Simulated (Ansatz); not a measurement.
# Relaxing a structure of ZnO

The start is a relaxed ZnO cell deformed by the Cartesian strain tensor (xx, yy, zz, yz, xz, xy) = (0.056, 0.025, -0.065, -0.001, -0.015, -0.029). The cell and all atomic positions are relaxed at zero pressure with PBE (plane waves to 420 eV, PAW, scalar-relativistic; Ansatz, a quantum-chemistry and plane-wave program). The first steps use a coarse 8×8×5 k-mesh.

Initial structure:
```
ZnO
1.0
    3.46325    -0.09511    -0.04755
   -1.81399     2.95877     0.02236
   -0.07675    -0.00265     4.94924
Zn O
2 2
Direct
  0.66667   0.33333   0.00215
  0.33333   0.66667   0.50215
  0.66667   0.33333   0.62305
  0.33333   0.66667   0.12305
```

**Question.** How does the volume per atom move from start to end?

**Answer.** -1.1 %, from 12.46 to 12.33 Å³/atom.

**Question.** How do the shortest distances between atoms change?

**Answer.** The closest pairs of elements (up to four, under 3.6 Å), start → end: O–Zn 1.88 → 2.00 Å; O–O 3.10 → 3.25 Å; Zn–Zn 3.10 → 3.25 Å.

**Question.** Is the relaxed structure metallic? Give its gap.

**Answer.** 0.74 eV, direct at Γ (no spin-orbit coupling).

Final values are on a 12×12×6 k-mesh of the relaxed cell. No spin polarisation in the result.
